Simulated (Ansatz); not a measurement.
The elements of this relaxed trial crystal are hidden behind letters.

```
lattice vectors (Å)
   3.8183    0.0000    0.0000
  -1.9091    3.3067    0.0000
   0.0000    0.0000    9.6018
fractional positions
X 0.6667 0.3333 0.3269
X 0.3333 0.6667 0.6731
Z 0.0000 0.0000 0.0000
Q 0.6667 0.3333 0.5981
Q 0.3333 0.6667 0.4019
```

These are results of DFT PBE, scalar-relativistic, plane waves, PAW (Ansatz), not measurements. Settings of the last relaxation (5-atom cell): 420 eV, 12×12×4 k points, Gaussian smearing of 0.10 eV, no spin polarisation.

```
Space group                                : P-3m1 (No. 164)
Conventional cell                          : a = 3.818 Å, c = 9.602 Å
Volume per atom                            : 24.25 Å³
Density                                    : 6.69 g/cm³
Formation energy                           : −1.77 eV/atom
Gap on the 12×12×4 mesh of the 5-atom cell : 0 eV (a metal)
```

Energies are uncorrected and count from the elements' standard states at the same level.

Q: X is a lanthanide, Z is a d-block element of period 6 and Q is a p-block element of period 2. Which elements are they?

A: X = La, Z = Hf, Q = O, so the formula is La2HfO2. Density times volume gives a mean mass of 6.69 × 24.25/1.6605 = 97.7 u per atom, and this set has 97.7 u. La has 3 O at 2.32 Å, 1 O at 2.60 Å, 9 La at 3.82–3.99 Å and 3 Hf at 3.84 Å; Hf has 6 Hf at 3.82 Å and 6 La at 3.84 Å; O has 3 La at 2.32 Å, 1 La at 2.60 Å and 3 O at 2.90 Å. Other sets within the hints have nearly the same mass, so mass alone doesn't settle it; this one was computed.

Spin–orbit coupling, which can matter for Hf, is left out. The cell is a metal run without spin; a magnetic state may lie lower. Symmetry constrained the relaxation, so the result can be a saddle point. Another cell of La2HfO2 relaxed alike, in Cmmm, lies 261 meV/atom lower, so this cell isn't the stable form at this level.
